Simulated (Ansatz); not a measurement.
Input:

Ga:
```xyz
4
Lattice="3.8271 -2.2848 0.0000 3.8271 2.2848 0.0000 0.0000 0.0000 4.5447" Properties=species:S:1:pos:R:3 pbc="T T T"
Ga     5.0677    -1.4964     1.1362
Ga     2.5864     1.4964     3.4085
Ga     5.0677     1.4964     3.4085
Ga     2.5864    -1.4964     1.1362
```

This is the PBEsol-relaxed structure.

Question: All from the program Ansatz at the PBEsol level (PAW), unless another level is named. Give the highest zone-centre frequency.

Answer: 243 cm⁻¹.

Question: And the Hill bulk and shear moduli?

Answer: 52.6 and 29.9 GPa.

Space group Cmcm. The first step of the workflow began from a Materials Project structure, measured or hypothetical; the Crystallography Open Database files this formula in space group No. 63, but the cells were not matched. It is not the phase usual at ambient conditions (space group No. 64). The PBEsol relaxation kept the symmetry of its start; its stability against distortions is not shown here. As this level gives no gap, shear constants depend on the k-mesh and smearing (Fermi–Dirac, 0.1 eV here). As this level gives no gap, phonon frequencies hold no LO–TO term and depend on the k-mesh and smearing (Fermi–Dirac, 0.1 eV here).

Potentials: the earlier of the program's two PAW sets. The files were generated under PBE; for other functionals the program regenerates the frozen cores, and for LDA and PBEsol the local potential too.
